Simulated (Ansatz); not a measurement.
Relaxed Cd (hcp, Mg type):

```xyz
4
Lattice="5.9241 0.0000 0.0000 -1.4810 2.5652 0.0000 0.0000 0.0000 5.8011" Properties=species:S:1:pos:R:3 pbc="T T T"
Cd     0.0000     1.7101     4.3508
Cd     2.9621     1.7101     4.3508
Cd     1.4810     0.8551     1.4503
Cd     4.4431     0.8551     1.4503
```

The atoms are displaced by Q × the pattern below (from a DFPT mode at M = (0.5, 0.0, 0.0), largest move 1; Q in Å), at fixed cell. (q is in reciprocal vectors of the primitive cell; the cell shown is doubled to hold the pattern.)

```json
[
 {"atom": "Cd1", "x": "0.500", "y": "-0.866", "z": "0.000"},
 {"atom": "Cd2", "x": "-0.500", "y": "0.866", "z": "0.000"},
 {"atom": "Cd3", "x": "-0.500", "y": "0.866", "z": "0.000"},
 {"atom": "Cd4", "x": "0.500", "y": "-0.866", "z": "0.000"}
]
```

Calculation: r2SCAN (plane waves to 500 eV, PAW, scalar-relativistic; Ansatz, a quantum-chemistry and plane-wave program). k mesh 9×18×8 (Γ-centred), Fermi-Dirac smearing 0.05 eV. E stands for the smeared free energy. Compression counts positive. With partly filled bands, energies and forces of such displacements shift with the k mesh and the smearing. Cd was relaxed with its symmetry unable to fall. The PAW data are Ansatz's earlier set. The zero of ΔE is the undisplaced structure.

Task: Estimate the ΔE (eV/cell) and P (GPa) for Q (Å) = -0.180, -0.150, -0.090, -0.030, 0.060, 0.090.

Result: 
```json
[
 {"Q (Å)": "-0.180", "ΔE (eV/cell)": "0.154", "P (GPa)": "1.3"},
 {"Q (Å)": "-0.150", "ΔE (eV/cell)": "0.109", "P (GPa)": "0.9"},
 {"Q (Å)": "-0.090", "ΔE (eV/cell)": "0.040", "P (GPa)": "0.3"},
 {"Q (Å)": "-0.030", "ΔE (eV/cell)": "0.004", "P (GPa)": "0.0"},
 {"Q (Å)": "0.060", "ΔE (eV/cell)": "0.018", "P (GPa)": "0.2"},
 {"Q (Å)": "0.090", "ΔE (eV/cell)": "0.040", "P (GPa)": "0.3"}
]
```

(For displaced atoms, the force is minus the slope of the energy, and its curvature is a force constant, which sets phonon frequencies.)
